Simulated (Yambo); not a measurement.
Yambo input for SiC (2H, space group P6_3mc, No. 186) under isotropic strain of -1.5 % on all lattice vectors (a = b = 3.030 Å, c = 4.973 Å, α = β = 90.00°, γ = 120.00°), on norm-conserving PBEsol (Quantum ESPRESSO, 82 Ry, without SOC) wavefunctions on a 15×15×8 mesh:

```
optics
chi
dipoles
kernel
FFTGvecs= 40 Ry
Chimod= "HARTREE"
NGsBlkXd= 4 Ry
% QpntsRXd
 1 | 1 |
%
% BndsRnXd
 1 | 31 |
%
GrFnTpXd= "R"
% EnRngeXd
 0.0 | 20.0 | eV
%
% DmRngeXd
 0.2 | 0.2 | eV
%
CGrdSpXd= 50
ETStpsXd= 161
% LongDrXd
 0.0 | 0.0 | 1.0 |
%
```

First lines of the file o-*.eps_q1_inv_rpa_dyson:

```
Absorption @ Q(1):   0.00000000     0.00000000     1.00000000    [q->0 direction]
#
# [ X ] Hartree size     :   37
# [GEN] GF Energies     : Perdew, Burke & Ernzerhof SOL(X)+Perdew, Burke & Ernzerhof SOL(C)
# [GEN] Green`s Function     : Retarded
#
# [GEN] Gauge     : Length
# [GEN] [r,Vnl] included     : yes
#
#    E[1] [eV]     Im(eps)     Re(eps)     Im(eps_o)     Re(eps_o)
#
     0.000000     0.11628E-14     7.138226     -0.80541E-18     7.535016
     0.125000     0.005963     7.140081     0.006468     7.537029
     0.250000     0.011952     7.145656     0.012965     7.543076
     0.375000     0.017995     7.154975     0.019521     7.553185
     0.500000     0.024119     7.168079     0.026165     7.567401
     0.625000     0.030354     7.185029     0.032929     7.585788
     0.750000     0.036729     7.205901     0.039846     7.608430
     0.875000     0.043276     7.230791     0.046950     7.635433
     1.000000     0.050030     7.259817     0.054279     7.666924
     1.125000     0.057029     7.293118     0.061874     7.703053
     1.250000     0.064312     7.330857     0.069779     7.743999
     1.375000     0.071926     7.373224     0.078043     7.789967
     1.500000     0.079921     7.420436     0.086722     7.841196
     1.625000     0.088354     7.472747     0.095876     7.897959
     1.750000     0.097289     7.530446     0.105576     7.960570
     1.875000     0.106799     7.593861     0.115902     8.029389
     2.000000     0.116970     7.663374     0.126944     8.104828
     2.125000     0.127899     7.739418     0.138811     8.187358
     2.250000     0.139702     7.822492     0.151626     8.277521
     2.375000     0.152515     7.913172     0.165536     8.375942
     2.500000     0.166499     8.012122     0.180717     8.483341
     2.625000     0.181849     8.120113     0.197378     8.600554
     2.750000     0.198801     8.238044     0.215773     8.728557
     2.875000     0.217644     8.366971     0.236217     8.868493
     3.000000     0.238738     8.508141     0.259094     9.021711
     3.125000     0.262535     8.663039     0.284891     9.189816
     3.250000     0.289611     8.833446     0.314229     9.374734
     3.375000     0.320716     9.021527     0.347909     9.578801
     3.500000     0.356840     9.229935     0.386992     9.804878
     3.625000     0.399320     9.461973     0.432907     10.05652
     3.750000     0.450010     9.721811     0.487629     10.33821
     3.875000     0.511555     10.01480     0.553973     10.65569
     4.000000     0.587868     10.34795     0.636092     11.01648
```
(The file goes on to the top of the energy range.) Convergence of the RPA response with its 15×15×8 mesh was not tested.

Geometry strained from the cell relaxed with PBEsol, atoms relaxed again.
